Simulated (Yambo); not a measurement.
Yambo input for KPF6 (space group R-3, No. 148) (a = 4.723 Å, b = 4.723 Å, c = 4.723 Å, α = 97.80°, β = 97.80°, γ = 97.80°), on PBEsol (pw.x of Quantum ESPRESSO, ONCV potentials, without SOC) wavefunctions on a 4×4×4 mesh:

```
optics
chi
dipoles
kernel
FFTGvecs= 40 Ry
Chimod= "HARTREE"
NGsBlkXd= 3 Ry
% QpntsRXd
 1 | 1 |
%
% BndsRnXd
 1 | 87 |
%
GrFnTpXd= "R"
% EnRngeXd
 0.0 | 20.0 | eV
%
% DmRngeXd
 0.2 | 0.2 | eV
%
CGrdSpXd= 50
ETStpsXd= 161
% LongDrXd
 1.0 | 0.0 | 0.0 |
%
% XfnQP_E
 4.765 | 1.0 | 1.0 |
%
```

First lines of the file o-*.eps_q1_inv_rpa_dyson:

```
Absorption @ Q(1):   1.00000000     0.00000000     0.00000000    [q->0 direction]
#
# [ X ] Hartree size     :   81
# [GEN] GF Energies     : Perdew, Burke & Ernzerhof SOL(X)+Perdew, Burke & Ernzerhof SOL(C)+ user defined corrections @E
# [GEN] Green`s Function     : Retarded
#
# [GEN] Gauge     : Length
# [GEN] [r,Vnl] included     : yes
#
#    E[1] [eV]     Im(eps)     Re(eps)     Im(eps_o)     Re(eps_o)
#
     0.000000     -0.507775E-7     1.693382     -0.21304E-18     1.808216
     0.125000     0.670897E-4     1.693403     0.849441E-4     1.808242
     0.250000     0.134263E-3     1.693466     0.169931E-3     1.808322
     0.375000     0.201502E-3     1.693571     0.255002E-3     1.808455
     0.500000     0.268839E-3     1.693718     0.340201E-3     1.808641
     0.625000     0.336307E-3     1.693907     0.425571E-3     1.808880
     0.750000     0.403941E-3     1.694138     0.511154E-3     1.809172
     0.875000     0.471772E-3     1.694412     0.596994E-3     1.809518
     1.000000     0.539835E-3     1.694728     0.683135E-3     1.809918
     1.125000     0.608165E-3     1.695086     0.769621E-3     1.810372
     1.250000     0.676795E-3     1.695488     0.856497E-3     1.810880
     1.375000     0.745760E-3     1.695932     0.943809E-3     1.811442
     1.500000     0.815097E-3     1.696420     0.001032     1.812059
     1.625000     0.884841E-3     1.696951     0.001120     1.812731
     1.750000     0.955029E-3     1.697525     0.001209     1.813459
     1.875000     0.001026     1.698144     0.001298     1.814242
     2.000000     0.001097     1.698807     0.001389     1.815081
     2.125000     0.001169     1.699515     0.001479     1.815977
     2.250000     0.001241     1.700267     0.001571     1.816930
     2.375000     0.001314     1.701066     0.001664     1.817940
     2.500000     0.001388     1.701909     0.001757     1.819009
     2.625000     0.001462     1.702799     0.001851     1.820136
     2.750000     0.001537     1.703736     0.001947     1.821322
     2.875000     0.001613     1.704720     0.002043     1.822568
     3.000000     0.001690     1.705752     0.002141     1.823875
     3.125000     0.001768     1.706832     0.002239     1.825243
     3.250000     0.001846     1.707961     0.002339     1.826673
     3.375000     0.001926     1.709139     0.002441     1.828166
     3.500000     0.002007     1.710368     0.002543     1.829723
     3.625000     0.002089     1.711647     0.002647     1.831344
     3.750000     0.002172     1.712978     0.002753     1.833031
     3.875000     0.002256     1.714361     0.002860     1.834784
     4.000000     0.002342     1.715797     0.002969     1.836605
```
(The file goes on to the top of the energy range.) Convergence of the RPA response with its 4×4×4 mesh was not tested. The scissor comes from a G0W0 run whose convergence isn't established.

Geometry of the Materials Project entry, not relaxed at this level.

The structure is a Materials Project entry; no match was found in the copy of COD used, and its stability was not checked.
